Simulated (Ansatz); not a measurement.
## YTl: frozen-core PAW against all-electron methods

```
CELL_PARAMETERS angstrom
3.75100 0.00000 0.00000
0.00000 3.75100 0.00000
0.00000 0.00000 3.75100
ATOMIC_POSITIONS crystal
Y 0.50000 0.50000 0.50000
Tl 0.00000 0.00000 0.00000
```

Atom numbers follow the list: Y1, Tl2.

Conventional cell: a = 3.751 Å, b = 3.751 Å, c = 3.751 Å, α = 90.00°, β = 90.00°, γ = 90.00°. Around Y (atom 1) lie 8 Tl at 3.25 Å. Tl (atom 2) is surrounded by 8 Y at 3.25 Å.

The cell comes from COD entry 1527195, which wasn't checked; take it as a given geometry.

No spin–orbit coupling, which matters for the heavy atoms here.

Levels of theory: DFT, LDA, PAW with Ansatz's default frozen-core files, scalar-relativistic (Ansatz 0.2.0); DFT, LDA, all-electron LAPW, scalar-relativistic (Ansatz 0.2.0).

For PAW: a Γ-centred 11×11×11 k mesh, Fermi–Dirac smearing of 0.08 eV, cutoff 420 eV, no spin polarisation; the PAW files were made with PBE, and the program remakes their frozen cores for this functional. LAPW targets a basis error of 0.25 meV/atom. The Ansatz runs share mesh, smearing and spin set-up. Plane-wave (PAW) pressures include the program's estimate of the Pulay term.

Stress and pressure are positive in compression.

Levels count from the Fermi level.

PAW results:

| quantity | PAW |
| --- | --- |
| pressure (GPa) | -3.00 |
| highest filled level at Γ (eV) | -0.139 |
| lowest empty level at Γ (eV) | 3.059 |
| highest filled level at X (eV) | -0.013 |
| lowest empty level at X (eV) | 0.562 |

What does all-electron LAPW give for the same quantities?


```
                      quantity    LAPW
                pressure (GPa)   -2.99
highest filled level at Γ (eV)  -0.139
  lowest empty level at Γ (eV)   3.058
highest filled level at X (eV)  -0.014
  lowest empty level at X (eV)   0.561
```
